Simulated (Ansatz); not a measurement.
MgO:
```
MgO
1.0
    3.26552     0.00000     0.00000
   -1.63276     2.82802     0.00000
    0.00000     0.00000    15.50808
Mg O
6 6
Cartesian
  0.00000   0.00000   5.45691
  0.00000   0.00000   0.32107
  0.00000   1.88535   2.88912
  0.00000   1.88535   8.03448
  0.00000   1.88535  13.22065
  1.63276   0.94267  10.64299
  0.00000   0.00000   2.30039
  0.00000   0.00000   7.43685
  0.00000   1.88535  15.22054
  0.00000   1.88535   4.86820
  0.00000   1.88535  10.03431
  1.63276   0.94267  12.62295
```

Relaxed with PBEsol.

Task: Give the optical modes at the zone centre with their infrared activity from DFPT, PBEsol in the plane-wave PAW code Ansatz.

Result: Transverse frequencies, without the LO–TO term; a row sums one degenerate level.

```
ω (cm⁻¹)  degeneracy  IR ((D/Å)²/amu)     activity  symmetry
--------  ----------  ---------------  -----------  --------
84                 2             0.00  IR-inactive         E
87                 2             0.00  IR-inactive         E
146                2             0.00  IR-inactive         E
149                2             0.01  IR-inactive         E
170                2             0.01           IR         E
180                1             0.03           IR        A1
182                1             0.00  IR-inactive        A1
343                1             0.20           IR        A1
345                1             0.00  IR-inactive        A1
446                1             9.66           IR        A1
472                1            39.12           IR        A1
501                2             6.86           IR         E
502                2            13.86           IR         E
506                2            30.94           IR         E
506                2             5.21           IR         E
510                2             0.03           IR         E
512                2            36.94           IR         E
528                1             0.66           IR        A1
594                1             0.00  IR-inactive        A1
600                1             0.05           IR        A1
655                1             0.00  IR-inactive        A1
659                1             0.02           IR        A1
```

Task: How high does the top mode go among those that the LO–TO term moves?

Result: 697 cm⁻¹ for q along x, 697 cm⁻¹ for q along y, 676 cm⁻¹ for q along z.

Space group P3m1. The first step of the workflow began from a Materials Project structure, measured or hypothetical; the Crystallography Open Database copy checked does not list it. It is not the phase usual at ambient conditions (space group No. 225). The cell was relaxed with PBEsol under the symmetry of its start; whether a distortion lowers the energy is not shown.

Potentials: the earlier of the program's two PAW sets. The files were generated under PBE; for other functionals the program regenerates the frozen cores, and for LDA and PBEsol the local potential too.
